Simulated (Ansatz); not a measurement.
Relaxed CdTe (zinc blende):

```yaml
crystal:
  lattice:
    - [0.00000, 3.30902, 3.30902]
    - [3.30902, 0.00000, 3.30902]
    - [3.30902, 3.30902, 0.00000]
  atoms:
    - { symbol: Te, position: [0.75000, 0.75000, 0.75000] }
    - { symbol: Cd, position: [0.00000, 0.00000, 0.00000] }
```

Scan: atom 2 (Cd, nearest neighbour Te at 2.866 Å; its periodic images, 4.7 Å or more away, move with it) is displaced along Cartesian x, direction (1.000, 0.000, 0.000) in Cartesian axes, by s. The other atoms stay.

All values below come from PBE (plane waves to 420 eV, PAW, scalar-relativistic; Ansatz, a quantum-chemistry and plane-wave program). k mesh 7×7×7 (Γ-centred), Fermi-Dirac smearing 0.05 eV. Energies are smeared free energies. CdTe was relaxed with its symmetry unable to fall. Spin-orbit coupling is left out, though Te is heavy. ΔE is measured from the undisplaced structure.

```json
[
 {"s (Å)": "-0.860", "ΔE (meV/cell)": "1192"},
 {"s (Å)": "-0.688", "ΔE (meV/cell)": "803"},
 {"s (Å)": "-0.516", "ΔE (meV/cell)": "470"},
 {"s (Å)": "-0.344", "ΔE (meV/cell)": "215"},
 {"s (Å)": "-0.172", "ΔE (meV/cell)": "55"},
 {"s (Å)": "0.000", "ΔE (meV/cell)": "0"},
 {"s (Å)": "0.172", "ΔE (meV/cell)": "55"},
 {"s (Å)": "0.344", "ΔE (meV/cell)": "215"},
 {"s (Å)": "0.516", "ΔE (meV/cell)": "470"},
 {"s (Å)": "0.688", "ΔE (meV/cell)": "803"},
 {"s (Å)": "0.860", "ΔE (meV/cell)": "1192"}
]
```

### Question
What force constant k = d²E/ds² at s = 0 does the table give?

### Answer
3.7 eV/Å². It is the second difference of the nearest points, corrected with the next pair.

### Question
With k = 3.72 eV/Å² from the forces, is the well harmonic out to s = 0.860 Å?

### Answer
½ks² = 1377 meV/cell against the computed 1192 meV/cell, so the well is softer than harmonic there.

(A displaced cell: forces are minus the slopes of the energy, force constants its curvatures, and phonons follow from these.)
